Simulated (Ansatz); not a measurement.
Input file for Ansatz (a quantum-chemistry and plane-wave program):

Ansatz 0.2 input:
```yaml
crystal:
  lattice:
    - [2.9777551743, 0.0, 0.0]
    - [-1.4888775872, 2.5788116272, 0.0]
    - [0.0, 0.0, 5.1186235552]
  atoms:
    - { symbol: Zn, position: [0.0, 0.0, 0.0] }
    - { symbol: Zn, position: [0.0, 0.0, 0.5] }
    - { symbol: O, position: [0.3333333333, 0.6666666667, 0.25] }
    - { symbol: O, position: [0.6666666667, 0.3333333333, 0.75] }
kpoints:
  mp_grid: { grid: [11, 11, 6] }
hamiltonian:
  xc: pbesol
  pseudopotentials: { azcp: { folder: ./paw }, kind: paw }
scf:
  occupations: { method: fixed }
elastic: { mode: relaxed_ion, stencil: two_point, amplitude: 0.005, f_tol: 0.0005 }
```

Output (shortened):

```
Pseudopotential: Zn, paw, valence charge 12
Pseudopotential: O, paw, valence charge 6
Functional definition: PBEsol
Crystal: 4 atoms, lattice volume = 39.306 Å³
Basis set: ecut = 420 eV, 749 PW (Γ), exchange–correlation on 48×48×72 points (8 copies of the dense FFT grid, shifted against one another)
Bands: 22, of which v1, the nominal top of the filled ones, is band 18 counted from 1 (17 counted from 0)
Symmetry: 24 space group operations
Space group: P63/mmc (ITA 194), of the structure as read, at distance tolerance 3.4e-5 Å
k-points: 64 of 726
SCF 1 converged in 11 iterations: F = -7683.495097 eV  dr2 = 3.57e-15
Crystal: 4 atoms, lattice volume = 39.110 Å³
Symmetry: 8 space group operations
k-points: 144 of 726
SCF 2 converged in 10 iterations: F = -7683.494244 eV  dr2 = 2.17e-15
relax step   1: F+E_penalty+E_count = -7683.49424394 eV  Δ(F+E_penalty+E_count) = +0.000e0 eV  max|allowed force component| = 4.645e-3 eV/Å  Δτ_max = 0.0000 Å  (10 SCF iters, accepted)
Crystal: 4 atoms, lattice volume = 39.110 Å³
SCF 3 converged in 7 iterations: F = -7683.494245 eV  dr2 = 1.09e-14
relax step   2: F+E_penalty+E_count = -7683.49424544 eV  Δ(F+E_penalty+E_count) = -1.503e-6 eV  max|allowed force component| = 3.996e-3 eV/Å  Δτ_max = 0.0002 Å  (7 SCF iters, accepted)
Crystal: 4 atoms, lattice volume = 39.110 Å³
SCF 4 converged in 8 iterations: F = -7683.494250 eV  dr2 = 3.24e-15
relax step   3: F+E_penalty+E_count = -7683.49424973 eV  Δ(F+E_penalty+E_count) = -4.284e-6 eV  max|allowed force component| = 3.750e-7 eV/Å  Δτ_max = 0.0011 Å  (8 SCF iters, accepted)
Crystal: 4 atoms, lattice volume = 39.110 Å³
SCF 5 converged in 8 iterations: F = -7683.494250 eV  dr2 = 3.92e-14
Crystal: 4 atoms, lattice volume = 39.503 Å³
SCF 6 converged in 10 iterations: F = -7683.494224 eV  dr2 = 1.11e-15
relax step   1: F+E_penalty+E_count = -7683.49422374 eV  Δ(F+E_penalty+E_count) = +0.000e0 eV  max|allowed force component| = 5.841e-3 eV/Å  Δτ_max = 0.0000 Å  (10 SCF iters, accepted)
Crystal: 4 atoms, lattice volume = 39.503 Å³
SCF 7 converged in 8 iterations: F = -7683.494233 eV  dr2 = 1.11e-14
relax step   2: F+E_penalty+E_count = -7683.49423326 eV  Δ(F+E_penalty+E_count) = -9.518e-6 eV  max|allowed force component| = 2.324e-4 eV/Å  Δτ_max = 0.0016 Å  (8 SCF iters, accepted)
Crystal: 4 atoms, lattice volume = 39.503 Å³
SCF 8 converged in 8 iterations: F = -7683.494233 eV  dr2 = 3.01e-14
Crystal: 4 atoms, lattice volume = 39.110 Å³
SCF 9 converged in 8 iterations: F = -7683.493921 eV  dr2 = 8.49e-14
Crystal: 4 atoms, lattice volume = 39.503 Å³
SCF 10 converged in 7 iterations: F = -7683.493877 eV  dr2 = 4.25e-14
Crystal: 4 atoms, lattice volume = 39.306 Å³
Symmetry: 4 space group operations
k-points: 204 of 726
SCF 11 converged in 11 iterations: F = -7683.495048 eV  dr2 = 1.34e-15
relax step   1: F+E_penalty+E_count = -7683.49504834 eV  Δ(F+E_penalty+E_count) = +0.000e0 eV  max|allowed force component| = 2.175e-5 eV/Å  Δτ_max = 0.0000 Å  (11 SCF iters, accepted)
Crystal: 4 atoms, lattice volume = 39.306 Å³
SCF 12 converged in 8 iterations: F = -7683.495048 eV  dr2 = 4.25e-14
Crystal: 4 atoms, lattice volume = 39.306 Å³
SCF 13 converged in 11 iterations: F = -7683.495048 eV  dr2 = 2.18e-15
relax step   1: F+E_penalty+E_count = -7683.49504834 eV  Δ(F+E_penalty+E_count) = +0.000e0 eV  max|allowed force component| = 2.175e-5 eV/Å  Δτ_max = 0.0000 Å  (11 SCF iters, accepted)
Crystal: 4 atoms, lattice volume = 39.306 Å³
SCF 14 converged in 8 iterations: F = -7683.495048 eV  dr2 = 4.57e-14
SCF converged after 11 iterations
Free energy (F): -7683.495097 eV
Harris-Foulkes:  -7683.495097 eV  (|F-HF|=9.09e-13)
Internal energy: -7683.495097 eV  (E = F + TS)
E sigma→0 (E₀):  -7683.495097 eV
Fermi energy:    9.789187 eV
--- Per-component energies (eV) ---
  E_band       = 148.896564
  E_kinetic    = 629.591044
  E_local      = -3898.729089  (includes V_loc(G=0)·N_el)
  E_nonlocal   = 1759.992666
  E_hartree    = 1437.984049
  E_xc         = -296.115083
  E_vxc        = -283.319343  (∫ρ·V_xc dr)
  E_paw        = -4039.522094  (= ΣΔE_a)
  E_vpaw       = -934.607688  (= ΣTr[D̂ρ^β])
  E_aug_tail   = 0.000879  (compensation charges beyond the density's cutoff)
  E_ewald      = -3278.362757
  E_core_change = 1.665288  (= ΣΔE_core)
  E_smearing   =  0.000000  (= −TS)
  E_closure    =  0.000000  (closes the sum)
  Σ components = -7683.495097   (vs F -7683.495097, Δ=0.00e0)
--- Forces (eV/Å), atoms counted from 1 ---
  atom   1  Zn     0.00000000     0.00000000     0.00000000
  atom   2  Zn     0.00000000     0.00000000     0.00000000
  atom   3  O      0.00000000     0.00000000     0.00000000
  atom   4  O      0.00000000     0.00000000     0.00000000
  max |Σ_I F_I| component: 9.25e-18 eV/Å
--- Stress (GPa, compression-positive) ---
        0.002220       0.000000       0.000000
        0.000000       0.002220       0.000000
        0.000000       0.000000       0.008358
  P = ⅓ Tr σ = 0.0043 GPa (0.043 kbar)
--- Band table (eV; the first three rows and the last of 64) ---
  k-point 0: bands = ["-8.7445", "-7.4665", "2.2526", "3.9023", "3.9023", "4.0775", "4.7782", "4.7782", "4.8425", "4.8425", "5.2972", "5.2972", "6.2685", "8.1241", "8.5166", "8.5166", "9.7892", "9.7892", "10.4691", "15.2672", "18.4154", "23.6581"]
  k-point 1: bands = ["-8.6721", "-7.5696", "2.4707", "3.9593", "3.9593", "4.0994", "4.7836", "4.7836", "4.8016", "4.8016", "5.2307", "5.2307", "6.1856", "7.4844", "8.6310", "8.6310", "9.7229", "9.7229", "11.1663", "15.0838", "18.6514", "23.7683"]
  k-point 2: bands = ["-8.4665", "-7.8348", "3.0450", "4.0725", "4.1208", "4.1208", "4.6064", "4.6064", "4.8678", "4.8678", "5.0952", "5.0952", "6.0120", "6.5132", "8.9117", "8.9117", "9.5316", "9.5316", "12.3816", "14.5027", "19.4045", "22.3915"]
  k-point 63: bands = ["-7.1499", "-7.1499", "3.5009", "3.5009", "3.9599", "3.9599", "4.1533", "4.1533", "4.9487", "4.9487", "5.3984", "5.3984", "5.8530", "5.8530", "6.5745", "6.5745", "9.4228", "9.4228", "16.6443", "16.6443", "17.9596", "17.9596"]
--- Elastic constants: 3 strain directions × 2 members + reference (group order 24) ---
  dense FFT box of the reference and of every strained cell: 24×24×36
  strains applied: 11, 33, 23; error gains …
  C = ∂σ_k/∂η_j (tension-positive GPa; Voigt order 11 22 33 23 13 12):
       268.827    143.884    109.237      0.000      0.000      0.000
       143.884    268.827    109.237      0.000      0.000      0.000
       109.370    109.370    385.186      0.000      0.000      0.000
         0.000      0.000      0.000      8.477      0.000      0.000
         0.000      0.000      0.000      0.000      8.477      0.000
         0.000      0.000      0.000      0.000      0.000     62.472
  reference stress σ⁰ (GPa):     -0.002     -0.002     -0.008      0.000      0.000      0.000
  moduli (Voigt/Reuss/Hill, GPa): K = 183.09/181.10/182.09   G = 53.24/18.11/35.68   E = 100.47   ν = 0.408
  mechanically stable: yes (min eigenvalue of sym C = 8.48 GPa)
  strain η (Voigt 11):  stress-route row diagonal C_11 = 268.83 GPa, energy-path curvature d²(F+E_count+ΔE)/dδ²/Ω₀ = 268.65 GPa
         δ    σ_11 (GPa)             F (eV)   n_scf  n_hpsi   n_pw
    -5.000e-3      -1.3746       -7683.4942497       8   53371    778   relax 3 steps, max|allowed force component| 3.75e-7 eV/Å
     5.000e-3       1.3137       -7683.4942333       8   52832    791   relax 2 steps, max|allowed force component| 2.32e-4 eV/Å
  strain η (Voigt 33):  stress-route row diagonal C_33 = 385.19 GPa, energy-path curvature d²(F+E_count+ΔE)/dδ²/Ω₀ = 385.08 GPa
         δ    σ_33 (GPa)             F (eV)   n_scf  n_hpsi   n_pw
    -5.000e-3      -1.9566       -7683.4939207       8   30653    780   relax 0 steps, max|allowed force component| 1.09e-16 eV/Å
     5.000e-3       1.8953       -7683.4938767       7   25597    787   relax 0 steps, max|allowed force component| 8.79e-17 eV/Å
  strain η (Voigt 23):  stress-route row diagonal C_44 = 8.48 GPa, energy-path curvature d²(F+E_count+ΔE)/dδ²/Ω₀ = 8.47 GPa
         δ    σ_23 (GPa)             F (eV)   n_scf  n_hpsi   n_pw
    -5.000e-3      -0.0424       -7683.4950483       8   76294    782   relax 1 steps, max|allowed force component| 2.17e-5 eV/Å
     5.000e-3       0.0424       -7683.4950483       8   76321    782   relax 1 steps, max|allowed force component| 2.17e-5 eV/Å
```

Cost: around 2.8 core-minutes (rough) on shared cores.

Space group P6_3/mmc (NiAs type). The start of the workflow was typed in or built on a structure type; the Crystallography Open Database copy checked does not list it. It is not the phase usual at ambient conditions (space group No. 186). The cell was relaxed with PBEsol under the symmetry of its start; whether a distortion lowers the energy is not shown.

Potentials: the earlier of the program's two PAW sets. The files were generated under PBE; for other functionals the program regenerates the frozen cores, and for LDA and PBEsol the local potential too.

Ansatz is a plane-wave DFT program.
